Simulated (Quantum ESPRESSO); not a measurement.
# Planted mistakes on one cell of B2GeO2N2

The results below are calculated, not measured. They come from pw.x of Quantum ESPRESSO 7.5, a plane-wave density functional program, with PseudoDojo standard norm-conserving files (v0.5 for PBE, v0.4.1 for LDA and PBEsol). The cells are made up: elements, strain and atom displacements were drawn at random, and nothing was relaxed. There is no spin polarisation, spin-orbit coupling or dispersion term.

The cell has 8 sites of a wurtzite lattice (rectangular cell). Sites 1 to 4 hold B empty B Ge; sites 5 to 8 hold O N N O. Cell vectors in Å: (2.766, 0.016, 0.011); (0.027, 4.881, -0.023); (0.017, -0.022, 4.611). Settings: PBE, cutoff 1143 eV, 6 x 4 x 4 k mesh shifted by half a step, Fermi-Dirac smearing of 0.025 eV.

The intended run has a self-consistency threshold of 1e-07 eV, a smearing term of 0.000 eV, a pressure of 5.57 GPa and 13 iterations. Each further run changes one thing: all lengths scaled by 0.9941; atoms of sites 3 and 7 exchanged; cutoff 608 eV; files of PBEsol; k mesh 1 x 1 x 1; one electron removed; smearing 0.7 eV; threshold 0.09 eV. A coarse mesh keeps the shift, and a charged cell sits in a uniform background.

```
run  change of free energy (eV)  smearing term -TS (eV)  change of P (GPa)  largest change of a force component (eV/Å)  iterations
  A                      -4.148                   0.000              -7.16                                       2.241          13
  B                       0.052                   0.000               4.19                                       0.691          13
  C                       7.138                  -0.006              28.54                                       6.027          14
  D                      -9.194                  -0.010             -38.52                                       1.678          13
  E                      -0.499                  -1.371               3.38                                       0.812          12
  F                       0.009                   0.000              -0.07                                       0.269           6
  G                       7.530                   0.000              -5.89                                       0.433          13
  H                      19.847                   0.000            -254.91                                       0.647          13
```

A rerun of the intended cell at 1437 eV and k mesh 8 x 6 x 6 moved values by no more than 0.002 eV in the cell's energy, 0.06 GPa in stress and 0.008 eV/Å in force.

Question: which change belongs to which run?

## Worked reading

Run F has the fewest iterations, as a run stopped early does. Run E has the largest smearing term, as wide smearing gives. Run H has a higher energy and the largest fall in pressure, as too small a basis gives. Run B changes the volume by a factor of 0.9824; minus its pressure change over the logarithm of that factor, 236 GPa, is a rough bulk modulus with clamped atoms. Energies from files of another functional, or of a charged cell, have another zero and say nothing on stability; the pressure of a charged cell rests on the program's zero of potential too.

## Key

```
run                            change
  A                  k mesh 1 x 1 x 1
  B      all lengths scaled by 0.9941
  C  atoms of sites 3 and 7 exchanged
  D              one electron removed
  E                   smearing 0.7 eV
  F                 threshold 0.09 eV
  G                   files of PBEsol
  H                     cutoff 608 eV
```